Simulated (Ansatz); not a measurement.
Sc (fcc, Cu type)

```xyz
2
Lattice="0.0000 4.4724 4.4724 2.2362 0.0000 2.2362 2.2362 2.2362 0.0000" Properties=species:S:1:pos:R:3 pbc="T T T"
Sc     0.0000     0.0000     0.0000
Sc     2.2362     4.4724     2.2362
```

The atoms are displaced by Q × the pattern below (from a DFPT mode at L = (0.5, 0.0, 0.0), largest move 1; Q in Å), at fixed cell. It is one choice among 2 degenerate patterns. (q is in reciprocal vectors of the primitive cell; the cell shown is doubled to hold the pattern.)

```json
[
 {"atom": "Sc1", "x": "0.285", "y": "-0.520", "z": "0.805"},
 {"atom": "Sc2", "x": "-0.285", "y": "0.520", "z": "-0.805"}
]
```

All values below come from LDA (plane waves to 420 eV, PAW, scalar-relativistic; Ansatz, a quantum-chemistry and plane-wave program). k mesh 9×18×18 (Γ-centred), Fermi-Dirac smearing 0.05 eV. With partly filled bands, energies and forces of such displacements shift with the k mesh and the smearing. Sc is run without spin polarisation. Sc was relaxed with its symmetry unable to fall. This is one of several known forms of Sc; the measured ambient cells at hand have space group No. 194. 

| Q (Å) | −dE/dQ from forces (eV/Å) |
|---|---|
| -0.280 | 0.928 |
| -0.233 | 0.800 |
| -0.187 | 0.647 |
| -0.140 | 0.487 |
| -0.093 | 0.329 |
| -0.047 | 0.166 |
| 0.000 | 0.000 |
| 0.047 | -0.166 |
| 0.093 | -0.329 |
| 0.140 | -0.487 |
| 0.187 | -0.647 |
| 0.233 | -0.800 |
| 0.280 | -0.928 |

Question: What harmonic wavenumber does the curvature at Q = 0 give?

Answer: 104 cm⁻¹. E″ = 3.57 eV/Å², M = Σ mᵢ|uᵢ|² = 89.9 u, ν̃ = 521.5·√(|E″|/M).

(A displaced cell: forces are minus the slopes of the energy, force constants its curvatures, and phonons follow from these.)
